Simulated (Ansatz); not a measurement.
ZnS (zinc blende)

```yaml
crystal:
  lattice:
    - [0.00000, 5.44344, 5.44344]
    - [2.72172, 0.00000, 2.72172]
    - [2.72172, 2.72172, 0.00000]
  atoms:
    - { symbol: S, position: [0.37500, 0.75000, 0.75000] }
    - { symbol: S, position: [0.87500, 0.75000, 0.75000] }
    - { symbol: Zn, position: [0.00000, 0.00000, 0.00000] }
    - { symbol: Zn, position: [0.50000, 0.00000, 0.00000] }
```

A phonon eigenvector at L = (0.5, 0.0, 0.0) is frozen into this cell: atom i moves by Q times the vector below, so Q is the largest atomic displacement, in Å. The cell is held. (q is in reciprocal vectors of the primitive cell; the cell shown is doubled to hold the pattern.)

```csv
atom,x,y,z
S1,-0.138,0.138,0.138
S2,0.138,-0.138,-0.138
Zn3,-0.577,0.577,0.577
Zn4,0.577,-0.577,-0.577
```

These are PBE (plane waves to 420 eV, PAW, scalar-relativistic; Ansatz, an electronic-structure program) values and carry that method's errors. k mesh 5×10×10 (Γ-centred), Fermi-Dirac smearing 0.05 eV. ZnS was relaxed with its symmetry unable to fall.

At one point of the scan the forces (eV/Å) are:

| atom | Fx | Fy | Fz |
|---|---|---|---|
| S1 | -0.061 | 0.061 | 0.061 |
| S2 | -0.191 | 0.191 | 0.191 |
| Zn3 | 0.875 | -0.875 | -0.875 |
| Zn4 | -0.622 | 0.622 | 0.622 |

Task: Which point is it?
A) Q = 0.120 Å
B) Q = 0.150 Å
C) Q = 0.030 Å
D) Q = 0.060 Å

Result: B, Q = 0.150 Å

(For displaced atoms, the force is minus the slope of the energy, and its curvature is a force constant, which sets phonon frequencies.)
